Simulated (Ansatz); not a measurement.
CdF2:
Space group Fm-3m (No. 225); a = b = c = 5.3840 Å, α = β = γ = 90.00°

```json
[
 {"atom": "Cd", "site": "4a", "symmetry": "m-3m", "x": "0.0000", "y": "0.0000", "z": "0.0000"},
 {"atom": "F", "site": "8c", "symmetry": "-43m", "x": "0.2500", "y": "0.2500", "z": "0.2500"}
]
```
(The calculation used a cell of 3 atoms; values per cell refer to that cell.)

Relaxed with PBEsol. Independent-particle spectrum: no excitons, no local fields, no scissors shift; 0.1 eV broadening; ε₁ of the summed bands alone.

**Question.** Tabulate the dielectric function from plane-wave PAW PBEsol (Ansatz code).

**Answer.** 

| E (eV) | ε₁ xx | ε₂ xx |
|---|---|---|
| 0.0 | 2.71 | 0.00 |
| 0.4 | 2.71 | 0.00 |
| 0.8 | 2.73 | 0.00 |
| 1.2 | 2.75 | 0.00 |
| 1.6 | 2.78 | 0.00 |
| 2.0 | 2.82 | 0.00 |
| 2.4 | 2.88 | 0.00 |
| 2.8 | 2.97 | 0.00 |
| 3.2 | 3.11 | 0.00 |
| 3.6 | 3.37 | 0.06 |
| 4.0 | 3.76 | 0.44 |
| 4.4 | 3.52 | 0.93 |
| 4.8 | 3.29 | 1.13 |
| 5.2 | 3.10 | 1.24 |
| 5.6 | 2.94 | 1.30 |
| 6.0 | 2.80 | 1.34 |
| 6.4 | 2.68 | 1.36 |
| 6.8 | 2.57 | 1.37 |
| 7.2 | 2.47 | 1.36 |
| 7.6 | 2.35 | 1.36 |
| 8.0 | 2.22 | 1.08 |
| 8.4 | 2.56 | 0.96 |
| 8.8 | 2.91 | 1.43 |
| 9.2 | 2.66 | 1.15 |
| 9.6 | 3.34 | 1.67 |
| 10.0 | 2.87 | 3.11 |
| 10.4 | 1.19 | 2.61 |
| 10.8 | 0.90 | 1.35 |
| 11.2 | 1.78 | 0.90 |
| 11.6 | 2.40 | 1.21 |
| 12.0 | 2.80 | 2.10 |

**Question.** From ε at 4.4 eV (xx: 3.52 + 0.93i), find n, k, the normal reflectivity and the absorption coefficient.

**Answer.** n = 1.89, k = 0.246, R = 10 %, α = 2kE/ħc = 110000 cm⁻¹.

With all bands, ε∞ without local fields is 3.02. DFPT, with local fields, gives 2.91.

The PBEsol relaxation kept the symmetry of its start. Scalar-relativistic: spin–orbit coupling is off unless named, which matters more the heavier the elements.

Potentials: the later of the program's two PAW sets.
